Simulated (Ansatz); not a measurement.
The start is a relaxed PbO2 cell, doubled along one cell vector, shaken by Gaussian noise of σ = 0.08 Å a coordinate. Cell shape, volume and atoms are optimised at zero target pressure with PBEsol (plane waves to 420 eV, PAW, scalar-relativistic; Ansatz, a quantum-chemistry and plane-wave program). First-step values are on the input's coarse k-mesh.

Ansatz input (later rounds restart from its end on a renewed k-mesh):
Ansatz 0.2 input:
```yaml
crystal:
  lattice:
    - [-1.7755530301, 1.7755530301, 3.5050096445]
    - [3.5511060602, -3.5511060602, 7.010019289]
    - [1.7755530301, 1.7755530301, -3.5050096445]
  atoms:
    - { symbol: Pb, position: [0.0340346733, 0.0089586025, 0.0546572654] }
    - { symbol: Pb, position: [0.033975777, 0.5536214088, 0.1144094126] }
    - { symbol: O, position: [0.399704256, 0.2076673353, 0.0387873496] }
    - { symbol: O, position: [0.3664919659, 0.7000187452, 0.001260186] }
    - { symbol: O, position: [0.632695954, 0.2967471903, 0.0158343021] }
    - { symbol: O, position: [0.5913148163, 0.7959985375, -0.0476907508] }
basis: { ecutwfc: 420, ecutrho_ratio: 4, xc_grid: 2, fft_grid_basis: typed }
kpoints: { mp_grid: { grid: [7, 4, 9] } }
hamiltonian:
  xc: pbesol
  dispersion: none
  pseudopotentials: { kind: paw }
scf: { occupations: { method: fermi_dirac, width: 0.05 } }
relax: { f_tol: 0.01, max_steps: 100, cell: { stress_tol: 0.02 } }
output: { forces: true, stress: true }
```

```yaml
energy_released: 0.17 eV/atom
volume_change: +7.5 %, from 14.73 to 15.84 Å³/atom
relative_to_the_parent: "It does not go back: it reaches P-1 (No. 2), 0.092 eV/atom below the parent"
band_gap_at_the_end: 0.68 eV, indirect (valence top at k = (0.2, -0.3333, -0.2), conduction bottom at k = (0.1, -0.4444, 0.4)) (no spin-orbit coupling)
optimiser_moves: 50
```

Relaxed structure:

```
CELL_PARAMETERS angstrom
      3.75923     0.00000     0.00000
      1.69611     3.86946     0.00000
      1.65761     1.36639     6.53171
ATOMIC_POSITIONS crystal
  Pb 0.74642 0.79002 0.75833
  Pb 0.25358 0.20998 0.24167
  O  0.58648 0.32269 0.47910
  O  0.95108 0.89501 0.10135
  O  0.41352 0.67731 0.52090
  O  0.04892 0.10499 0.89865
```

Final values are on a 10×9×5 k-mesh of the relaxed cell. The relaxed cell holds bonded O–O pairs (1.46 Å). No spin polarisation in the result. Without spin-orbit coupling the bands of the heavy element are not split, so the gap can be far off.

The relaxed structure here is a generated cell of PbO2: the first start was made by placing the elements on the sites of a structure type, and the end was not matched to a known phase here, so it may be hypothetical. Known forms of PbO2 include space group No. 136.
